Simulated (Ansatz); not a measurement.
LaB₆ (Pm-3m), relaxed with r²SCAN (Ansatz, a first-principles code, plane waves, PAW): a = 4.1526 Å, b = 4.1526 Å, c = 4.1526 Å, α = 90.00°, β = 90.00°, γ = 90.00°.

```
Quantity                              Value
------------------------------------  -----
ΔH_f (eV/atom)                        -0.63
B₀ by P(V) fit (GPa)                    180
K_Hill (GPa)                            180
G_Hill (GPa)                            140
highest Γ mode, no LO–TO term (cm⁻¹)   1257
Θ_D (K)                                 824
```

The same phase is relaxed and computed with PBEsol in the same code. What are the cell and these values now?

a = b = c = 4.130 Å, α = β = γ = 90.00°.

- ΔH_f (eV/atom): -0.56
- B₀ by P(V) fit (GPa): 180
- K_Hill (GPa): 180
- G_Hill (GPa): 134
- highest Γ mode, no LO–TO term (cm⁻¹): 1287
- Θ_D (K): 803

All cells were relaxed under the symmetry of their starts (and spin orders); stability against distortions was not tested throughout. Scalar-relativistic: spin–orbit coupling is off unless named, which matters more the heavier the elements.

Potentials: the later of the program's two PAW sets.

Ansatz is a plane-wave DFT program.

Formation energies count from the lowest solids of the elements computed at the same level, not from gases.
